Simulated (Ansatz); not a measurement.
The relaxed structure here is a generated cell of Ir: the first start was made by placing the elements on the sites of a structure type, and the end was not matched to a known phase here, so it may be hypothetical. Known forms of Ir include space group No. 225.

A relaxed cell of Ir (I4/mmm (No. 139)), relaxed on a k-mesh at least as fine as the one used below. Method: r2SCAN (plane waves to 500 eV, PAW, scalar-relativistic; Ansatz, a program for electronic structure). Γ-centred k-mesh 8×15×14 on the run's cell (coarser than for final values), Fermi–Dirac smearing 0.05 eV.

```xyz
2
Lattice="-3.3291 3.3291 2.6469 1.6645 -1.6645 1.3235 1.6645 1.6645 -1.3235" Properties=species:S:1:pos:R:3 pbc="T T T"
Ir     0.0000     0.0000     0.0000
Ir    -1.6645     1.6645     1.3235
```

The atoms are displaced by (Å):

```csv
atom,ux,uy,uz
Ir1,0.029,0.045,-0.027
Ir2,0.123,0.030,0.022
```

Task: What forces (eV/Å) and pressure result?

Result: 
| atom | Fx | Fy | Fz |
|---|---|---|---|
| Ir1 | 0.19 | 0.03 | 0.42 |
| Ir2 | -0.19 | -0.03 | -0.42 |

Pressure +0.8 GPa.

The undisplaced cell is probably no minimum: from this displacement the run went on to Fm-3m (No. 225), 0.34 eV/atom below it.

No spin polarisation in the result.
